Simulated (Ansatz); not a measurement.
Kick test of a cell of Al2GaP3

The cell was found from a structure generator's guess, not taken from experiment.

Method: DFT PBE, scalar-relativistic, plane waves, PAW in Ansatz 0.2.0. Plane waves to 420 eV, a k mesh through Γ of 10×10×10 on the computed 6-atom cell and Gaussian smearing (0.02 eV); no spin polarisation.

The cell below (6 atoms, space group I-4m2 (No. 119)) is relaxed within its symmetry.

```yaml
crystal:
  lattice:
    - [-1.94752, 1.94752, 8.25717]
    - [1.94752, -1.94752, 8.25717]
    - [1.94752, 1.94752, -8.25717]
  atoms:
    - { symbol: Al, position: [0.66668, 0.66668, 0.00000] }
    - { symbol: Al, position: [0.33332, 0.33332, 0.00000] }
    - { symbol: Ga, position: [0.00000, 0.00000, 0.00000] }
    - { symbol: P, position: [0.41630, 0.91630, 0.50000] }
    - { symbol: P, position: [0.08370, 0.58370, 0.50000] }
    - { symbol: P, position: [0.75000, 0.25000, 0.50000] }
```

For the test a repeat of it with 12 atoms (edges 3.90, 7.79, 8.70 Å) was strained at random (σ = 1.5 % a component), the atoms were moved at random (σ = 0.05 Å), and all was relaxed again on a coarse 4×2×4 mesh (in the run’s order of axes) with 0.10 eV smearing, with no symmetry imposed.

Task: What happens?

Result: It returns, within 1 meV/atom of the unmoved cell on that mesh and with the same symmetry when read at 0.1 Å (P1 at 0.01 Å, so small strains and shifts remain). So it is stable against the distortions that fit this cell and that this random move excites. Modes that don't fit the cell aren't tested.
